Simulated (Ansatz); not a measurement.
According to PBE (plane waves, PAW; program Ansatz), Si in the hexagonal phase (P6_422; Si on 3c) relaxes to a = 3.905 Å, c = 4.117 Å.

Electronic character: no gap, with almost no states at the Fermi level (zero-gap or semimetallic).

An equation-of-state fit gives a bulk modulus of 96.0 GPa.

The start of the workflow was typed in or built on a structure type; neither database checked (COD, Materials Project) lists it. It is not the phase usual at ambient conditions (space group No. 227). The cell was relaxed with PBE under the symmetry of its start; its stability against distortions is not shown here.

Potentials: the later of the program's two PAW sets.
